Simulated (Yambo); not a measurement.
MgPdF$_{6}$ (space group R-3, No. 148); a = 5.333 Å, b = 5.333 Å, c = 5.333 Å, α = 55.07°, β = 55.07°, γ = 55.07°. With the G0W0 scissor the direct gap on the mesh is 5.08 eV. Axes are Cartesian, with cell vectors (Å) (2.47, 1.42, 4.51), (-2.47, 1.42, 4.51), (0.00, -2.85, 4.51).

### Question
Can the lowest exciton of this BSE run be trusted, and with what binding energy? (Yambo, PBEsol bands; 4×4×4 mesh, 21 valence and 3 conduction bands, static screening with 69 bands and a 3 Ry block, scissor 3.19 eV, Tamm-Dancoff.)

### Answer
The mesh holds a bound state, but the numbers are provisional. These are vertical excitations (zero momentum). The lowest state lies at 1.68 eV (dark for light along x, 2 states within 2 meV), the direct quasiparticle gap on this mesh at 5.08 eV. Its binding energy, counted from that gap, is 3.40 eV; it spreads over about 64 k points of the mesh. Convergence with the mesh was not shown. The first optically allowed state is at 3.93 eV. The scissor comes from a G0W0 run whose convergence isn't established. Spin-orbit splittings are left out.

Geometry of the Materials Project entry, not relaxed at this level.
